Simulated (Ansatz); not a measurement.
SnSe2 (started from an entry of an open crystallographic database), relaxed with r2SCAN+rVV10, was run in the PAW code Ansatz under altered settings. All numbers are computed, without spin polarisation but where a row says otherwise.

```yaml
crystal:
  lattice:
    - [3.82516, 0.00000, 0.00000]
    - [-1.91258, 3.31269, 0.00000]
    - [0.00000, 0.00000, 6.22706]
  atoms:
    - { symbol: Sn, position: [0.00000, 0.00000, 0.00000] }
    - { symbol: Se, position: [0.33333, 0.66667, 0.25308] }
    - { symbol: Se, position: [0.66667, 0.33333, 0.74692] }
```

The base run's other keys:
```yaml
kpoints:
  mp_grid: { grid: [6, 6, 2] }
hamiltonian:
  xc: hse06
scf:
  occupations: { method: fixed }
  n_extra_bands: 4
```

It takes 18 iterations with 1545 plane waves at 420 eV and 14 k points, and leaves a mean stress of +0.08 GPa. The gap over this mesh is 1.415 eV. It ran on 4 threads of Arm Neoverse N1 (shared host).

Outcomes, with energy and stress as changes against the base:
```tsv
setting	outcome	ΔF (meV/atom)	Δ mean stress (GPa)	gap on the mesh (eV)	iterations	wall time
PBE hybrid, exx coeff 0.35, omega 0.5 1/Å	converged	–	+0.3	1.181	19	31 s
PBE hybrid, exx coeff 0.75, unscreened	converged	–	-5.6	5.023	28	36 s
PBE hybrid, exx coeff 0.5, omega 0.5 1/Å	converged	–	-0.8	1.368	20	31 s
PBE hybrid, exx coeff 0.05, omega 0.2078 1/Å	converged	–	+2.2	0.905	12	24 s
scf.mixing.ndim: 2	converged	0.0	0.0	1.415	19	27 s
```
A dash marks a value that wasn't obtained or can't be compared. Stress is positive in compression. The base took 30 s. The base's mesh is coarse for a hybrid, so its own values aren't converged.

- PBE hybrid, exx coeff 0.35, omega 0.5 1/Å. That is 35 % exact exchange, screened with ω = 0.5 1/Å, against HSE06's 25 % screened at 0.208 1/Å. The mean stress moves by +0.3 GPa and the gap on the mesh by -0.234 eV (to 1.181). Totals of different functionals aren't comparable.
- PBE hybrid, exx coeff 0.75, unscreened. That is 75 % exact exchange, at all ranges, against HSE06's 25 % screened at 0.208 1/Å. The mean stress moves by -5.6 GPa and the gap on the mesh by +3.608 eV (to 5.023). Totals of different functionals aren't comparable.
- PBE hybrid, exx coeff 0.5, omega 0.5 1/Å. That is 50 % exact exchange, screened with ω = 0.5 1/Å, against HSE06's 25 % screened at 0.208 1/Å. The mean stress moves by -0.8 GPa and the gap on the mesh by -0.046 eV (to 1.368). Totals of different functionals aren't comparable.
- PBE hybrid, exx coeff 0.05, omega 0.2078 1/Å. That is 5 % exact exchange, screened with ω = 0.2078 1/Å, against HSE06's 25 % screened at 0.208 1/Å. The mean stress moves by +2.2 GPa and the gap on the mesh by -0.510 eV (to 0.905). Totals of different functionals aren't comparable.

Within 1 meV an atom, 0.1 GPa and 0.005 eV of the base stay: scf.mixing.ndim: 2.

No spin-orbit coupling is included; it can move band edges with weight on the heavy atoms by tenths of an eV.

The stress of a hybrid is loosely converged in these runs.

The meshes of the hybrids are coarse, so their gaps aren't converged to the digits shown.
